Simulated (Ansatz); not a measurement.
Put TiCuC4N4 in P-43m (No. 215): Ti on 1b; Cu on 1a; C on 4e; N on 4e. The cell of TiCuC4N4 is invented: two interpenetrating cyanide-bridged diamond nets.

Theory: Ansatz, DFT PBE, scalar-relativistic, plane waves, PAW. Cutoff 420 eV, Γ-centred mesh, Gaussian smearing, collinear spin.

Formation energies are uncorrected and refer to the elements' standard structures at the same level (N₂ as a molecule).

Q: Give the relaxed lattice parameters and positions.

A:

Space group P-43m (No. 215). a = 5.866 Å, b = 5.866 Å, c = 5.866 Å, α = 90.00°, β = 90.00°, γ = 90.00°
| atom | site | symmetry | x | y | z |
| --- | --- | --- | --- | --- | --- |
| Ti | 1b | -43m | 0.5000 | 0.5000 | 0.5000 |
| Cu | 1a | -43m | 0.0000 | 0.0000 | 0.0000 |
| C | 4e | .3m | 0.1889 | 0.1889 | 0.1889 |
| N | 4e | .3m | 0.3052 | 0.3052 | 0.3052 |

Around Ti lie 4 N at 1.98 Å; Cu has 4 C at 1.92 Å; C has 1 N at 1.18 Å and 1 Cu at 1.92 Å; N is surrounded by 1 C at 1.18 Å and 1 Ti at 1.98 Å. Another local minimum with the same sites may exist.

Q: Where does its energy lie, and is it a metal?

A: The energy over the elements is +0.17 eV/atom, the gap on the 6×6×6 mesh of the 10-atom cell is 0 eV (a metal) and the net moment per atom is 0.10 μB. The moment by site is Ti 0.6 μB. A positive value: parting into the elements would lower its energy.

The last run used collinear spin and Gaussian smearing of 0.10 eV. The reference form of C is held partly by dispersion forces, which this level lacks. Another magnetic order may lie lower. A structure relaxed within its symmetry needn't be a true minimum. Site moments count only spheres around the atoms; the net moment includes the space between them.
